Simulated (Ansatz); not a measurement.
Level: PBE, no spin polarisation; 420 eV; 7×7×3 Γ-centred mesh; fermi-dirac occupations (width 0.1 eV); Ansatz 0.2.0, fixed geometry.

Computed maps in the lattice plane spanned by a (left to right, 3.99 Å, 12 points from zero) and c (bottom to top, 9.99 Å, 26 points from zero), 90° apart, at height 0.727 along b. The fields are smooth PAW ones with compensation charges, not the true ones near nuclei.

Valence density. Digits on a logarithmic scale: 0 up to 0.03 e/Å³, each further digit a factor of 1.6, 9 from 1.3 e/Å³ up:
```
468999976433
468999986423
468999975322
356898764211
235666543100
013344321000
012222211000
123444331100
235676643211
357899864322
468999975322
468999975323
357999865322
345777654222
234565543222
344555543333
555666555555
666677666777
766666666788
765444556777
544333345666
432211223444
221222222222
223344332211
245666543222
357888765322
```

The cell is MnInSe$_{2}$I. Which atoms lie within 0.2 Å of this plane, and where (fractions of a and c)?

I at (0.36, 0.92), Se at (0.36, 0.55). The whole cell:
```
CELL_PARAMETERS angstrom
0.00000 3.99163 0.00000
6.58645 -1.99581 0.00000
0.22151 0.00000 -9.99170
ATOMIC_POSITIONS crystal
I 0.36336 0.72672 0.92290
I 0.63664 0.27328 0.07710
In 0.29385 0.58770 0.31524
In 0.70615 0.41230 0.68476
Se 0.07442 0.14884 0.74199
Se 0.92558 0.85116 0.25801
Se 0.36110 0.72220 0.55477
Se 0.63890 0.27780 0.44523
Mn 0.00000 0.00000 0.50000
Mn 0.00000 0.00000 0.00000
```

Origin: a known structure type with other elements, at an estimated volume, so it need not be a known compound. Caveats: no spin polarisation, so a magnetic state may lie lower; atoms or cell far from equilibrium.
